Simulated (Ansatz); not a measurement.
Re$_{7}$B$_{3}$:
```yaml
crystal:
  lattice:
    - [7.50132, 0.00000, 0.00000]
    - [-3.75066, 6.49633, 0.00000]
    - [0.00000, 0.00000, 4.88726]
  atoms:
    - { symbol: Re, position: [0.33333, 0.66667, 0.08577] }
    - { symbol: Re, position: [0.66667, 0.33333, 0.58577] }
    - { symbol: Re, position: [0.75452, 0.87726, 0.25231] }
    - { symbol: Re, position: [0.87726, 0.75452, 0.75231] }
    - { symbol: Re, position: [0.12274, 0.87726, 0.25231] }
    - { symbol: Re, position: [0.24548, 0.12274, 0.75231] }
    - { symbol: Re, position: [0.12274, 0.24548, 0.25231] }
    - { symbol: Re, position: [0.87726, 0.12274, 0.75231] }
    - { symbol: Re, position: [0.90862, 0.45431, 0.04911] }
    - { symbol: Re, position: [0.45431, 0.90862, 0.54911] }
    - { symbol: Re, position: [0.54569, 0.45431, 0.04911] }
    - { symbol: Re, position: [0.09138, 0.54569, 0.54911] }
    - { symbol: Re, position: [0.54569, 0.09138, 0.04911] }
    - { symbol: Re, position: [0.45431, 0.54569, 0.54911] }
    - { symbol: B, position: [0.37942, 0.18971, 0.34065] }
    - { symbol: B, position: [0.18971, 0.37942, 0.84065] }
    - { symbol: B, position: [0.81029, 0.18971, 0.34065] }
    - { symbol: B, position: [0.62058, 0.81029, 0.84065] }
    - { symbol: B, position: [0.81029, 0.62058, 0.34065] }
    - { symbol: B, position: [0.18971, 0.81029, 0.84065] }
```

Relaxed with r²SCAN.

**Question.** Give the Bader charges and basin volumes of the independent atoms, plane-wave PAW r²SCAN (Ansatz code).

**Answer.** 

```
atom  Bader charge (e)  Bader volume (Å³)
----  ----------------  -----------------
Re1              +0.18               13.7
Re3              +0.25               14.1
Re9              +0.25               13.7
B15              -0.55                7.4
```

Space group P6_3mc. The workflow started from a Materials Project entry (that database holds measured and hypothetical structures alike); the Crystallography Open Database copy checked does not list it. Whether it is the stable phase at ambient conditions was not checked. The r²SCAN relaxation kept the symmetry of its start; whether a distortion lowers the energy is not shown. No spin polarisation was allowed. Spin–orbit coupling is left out wherever it is not named.

Potentials: the later of the program's two PAW sets.
